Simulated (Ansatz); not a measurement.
## Magnetic orders of AlCo4

These are results of DFT PBEsol, scalar-relativistic, plane waves, PAW in Ansatz 0.2.0, not measurements.

```cif
data_structure
_symmetry_space_group_name_H-M 'P 1'
_symmetry_Int_Tables_number 1
_cell_length_a 10.0849
_cell_length_b 10.0849
_cell_length_c 10.0849
_cell_angle_alpha 14.691
_cell_angle_beta 14.691
_cell_angle_gamma 14.691
_cell_volume 57.44
loop_
_atom_site_label
_atom_site_type_symbol
_atom_site_fract_x
_atom_site_fract_y
_atom_site_fract_z
_atom_site_occupancy
Al1 Al 0.00000 0.00000 0.00000 1
Co1 Co 0.59886 0.59886 0.59886 1
Co2 Co 0.20032 0.20032 0.20032 1
Co3 Co 0.79968 0.79968 0.79968 1
Co4 Co 0.40114 0.40114 0.40114 1
```

```json
{
 "plane-wave cutoff": "420 eV",
 "Γ-centred k-mesh": "18×18×18",
 "occupation rule": "Gaussian smearing, 0.1 eV",
 "list of starting moments (μB, in atom order)": "0 3 3 3 3",
 "check for lower electronic states after the SCF": "off"
}
```

All runs keep this geometry, which isn't relaxed for the lowest state (largest force there 0.189 eV/Å, pressure -7.9 GPa; forces reach 0.53 eV/Å in another state) and needn't be a stable compound; relaxing each order would shift the differences by some 47 meV/atom, going by the pressures and a bulk modulus of about 150 GPa. Signs run over the atoms with starting moments. The large starts are 0 4.5 4.5 4.5 4.5 μB. Site moments are spin moments in atom-centred spheres that scale with the neighbour distance. The states are those that the runs reached from these starts; a lower one can exist.

Starts tried: no spin; ferromagnetic; large parallel starting moments; antiferromagnetic in the cell, signs ++--. Which state comes out lowest, and what are the moments?

The lowest state is ferromagnetic, reached from the start “ferromagnetic” and the start “large parallel starting moments”, with site moments (μB) Al -0.05, Co +1.35 (×2), Co +1.75 (×2).

| start | ends | energy above lowest (meV/atom) | site moments (μB) | gap on mesh (eV) | P (GPa) |
| --- | --- | --- | --- | --- | --- |
| no spin | non-magnetic | 123 | none over 0.05 | metal | -16.1 |
| ferromagnetic | ferromagnetic | 0.00 | Al -0.05, Co +1.35 (×2), Co +1.75 (×2) | metal | -7.9 |
| large parallel starting moments | ferromagnetic | 0.00 | Al -0.05, Co +1.35 (×2), Co +1.75 (×2) | metal | -7.9 |
| antiferromagnetic in the cell, signs ++-- | antiferromagnetic | 33.4 | Co +1.33, Co +1.55, Co -1.55, Co -1.33 | metal | -8.9 |

2 further runs of this set didn't finish or converge.

Cost: 4 runs of about 23 core-minutes in all, on Intel Xeon Processor @ 2.70GHz (shared hosts).